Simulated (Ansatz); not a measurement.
Relaxed structure of Cl on the (101) surface of HfO$_{2}$, one molecule per 45.4 Å² (the molecule's atoms stand last):

```xyz
25
Lattice="7.1747 0.0000 0.0000 0.0000 6.3274 0.0000 0.0000 0.0000 22.7433" Properties=species:S:1:pos:R:3 pbc="T T T"
O     1.7937    3.3329    8.0000
O     5.3810    3.3329    8.0000
O     0.0000    6.0453    8.3107
O     3.5874    6.0453    8.3107
Hf    1.7937    5.1976    8.8941
Hf    5.3810    5.1976    8.8941
Hf    0.0000    2.0339    8.8941
Hf    3.5874    2.0339    8.8941
O     1.7937    1.1862    9.4775
O     5.3810    1.1862    9.4775
O     0.0000    3.8985    9.7882
O     3.5874    3.8985    9.7882
O     1.7736    5.3576   10.9322
O     5.4011    5.3576   10.9322
O     0.0000    1.7046   11.0438
O     3.5874    1.7611   11.1120
Hf    1.7574    0.9230   11.7757
Hf    5.4173    0.9230   11.7757
Hf    0.0000    4.2208   11.8055
Hf    3.5874    3.9522   11.7969
O     1.7349    3.1544   12.3813
O     5.4398    3.1544   12.3813
O     0.0000    6.1155   12.6948
O     3.5874    5.9165   12.5755
Cl    3.5874    7.5689   14.1712
```

These are results of DFT PBE+D3(BJ), scalar-relativistic, plane waves, PAW (Ansatz), not measurements. Plane waves to 420 eV, a k mesh through Γ of 2×3×1 on the computed 25-atom cell and Gaussian smearing (0.05 eV); collinear spin. A dipole correction removes the field between periodic images along c.

The slab and the molecular layer are also computed alone at these places.

**Question.** How does the adsorption energy per molecule split into interaction and deformation?

**Answer.** E_ads = -1.268 eV: interaction of the rigid parts -1.646 eV, deformation of the slab +0.378 eV, deformation of the molecule with its lateral interactions 0.000 eV.

**Question.** How much charge moves across the plane at z = 13.43 Å, midway between slab and molecule?

**Answer.** About 0.17 electrons a cell move up to the molecule; half the integral of |Δρ| is 0.68 e.

The reference crystal is a form of HfO2, which isn't its usual structure.